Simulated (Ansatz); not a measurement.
Mg2Sn:
```yaml
crystal:
  lattice:
    - [4.65653, -2.72299, 0.00000]
    - [4.65653, 2.72299, 0.00000]
    - [0.00000, 0.00000, 5.25662]
  atoms:
    - { symbol: Mg, position: [0.97812, 0.35148, 0.25000] }
    - { symbol: Mg, position: [0.02188, 0.64852, 0.75000] }
    - { symbol: Mg, position: [0.35148, 0.97812, 0.75000] }
    - { symbol: Mg, position: [0.64852, 0.02188, 0.25000] }
    - { symbol: Sn, position: [0.30689, 0.69311, 0.25000] }
    - { symbol: Sn, position: [0.69311, 0.30689, 0.75000] }
```

Relaxed with LDA. Special points in fractions of this cell's reciprocal vectors: Γ (0.000, 0.000, 0.000); Y (0.500, 0.500, 0.000); F0 (0.335, 0.665, 0.000); Δ0 (-0.335, 0.335, 0.000); Z (0.000, 0.000, 0.500); B0 (-0.335, 0.335, 0.500); G0 (0.335, 0.665, 0.500); T (0.500, 0.500, 0.500); S (0.000, 0.500, 0.000); R (0.000, 0.500, 0.500).

**Question.** List the band energies nearest the Fermi level at these points for LDA in the plane-wave PAW code Ansatz.

**Answer.** In eV from the Fermi level; about four levels below and three above (degenerate sets whole), none deeper than 8.9 eV; points with the same levels are listed once.

```
k                     below                above
--  -----------------------  -------------------
Γ   -1.80 -1.70 -1.52 -0.72       1.41 1.57 2.73
Y   -2.73 -1.56 -1.52 -0.48       0.61 0.95 1.92
F0  -2.27 -1.54 -1.42 -1.12       0.00 0.46 0.80
Z   -1.60 -1.60 -0.16 -0.16  0.40 0.40 1.36 1.36
B0  -4.87 -4.87 -4.35 -4.35  0.97 0.97 1.69 1.69
T   -2.95 -2.95 -2.16 -2.16  3.53 3.53 3.71 3.71
S   -2.39 -2.33 -1.82 -1.53       1.03 1.47 1.80
R   -2.73 -2.73 -1.54 -1.54  2.55 2.55 3.75 3.75
```

Space group Cmcm. The first step of the workflow began from a Materials Project structure, measured or hypothetical; the Crystallography Open Database copy checked does not list it. COD files the formula under space group No. 225, 227, so this cell is another polymorph or a model. With Mg and Sn taken as one species the cell has the higher symmetry Cmcm, so it may be an ordered model of a mixed-site phase. Whether it is the stable phase at ambient conditions was not checked. The cell was relaxed with LDA under the symmetry of its start; of distortions, only those at the zone centre were tested. Scalar-relativistic: spin–orbit coupling is off unless named, which matters more the heavier the elements.

Potentials: the later of the program's two PAW sets.
